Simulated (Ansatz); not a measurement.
**YAl₂Cd₂: reading a single point**

```
CELL_PARAMETERS angstrom
0.00000 4.50675 0.00000
4.50675 0.00000 0.00000
2.25338 2.25338 -5.78307
ATOMIC_POSITIONS crystal
Al 0.75000 0.25000 0.50000
Al 0.25000 0.75000 0.50000
Y 0.00000 0.00000 0.00000
Cd 0.37800 0.37800 0.24400
Cd 0.62200 0.62200 0.75600
```

The numbers come from plane-wave PAW DFT (Ansatz): r2SCAN, no spin polarisation, 500 eV, 8×8×8 Γ-centred k points, gaussian occupations (width 0.0558 eV). Nothing was relaxed.

- Charges: Bader charges in e: Y +1.65, Al +0.56, Cd -1.39. In the mean Y gives up most and Cd takes most.
- Stress: The pressure is -4.6 GPa (compression positive), so with the atoms held at these fractions the cell would first shrink; the forces are large, so a full relaxation may end otherwise.
- Forces: The largest is on Cd4 (and as large on other atoms): 0.88 eV/Å, components (0.00, 0.00, 0.88). It makes 123° with the line to a nearest neighbour, Al1 at 2.70 Å.
- Electronic structure: It is a metal, with about 1.7 states/eV a cell as the mean within 0.25 eV of the Fermi level, mostly Y d (41 %) and Al p (28 %).

Origin: a known structure type with other elements, at an estimated volume, so it need not be a known compound.
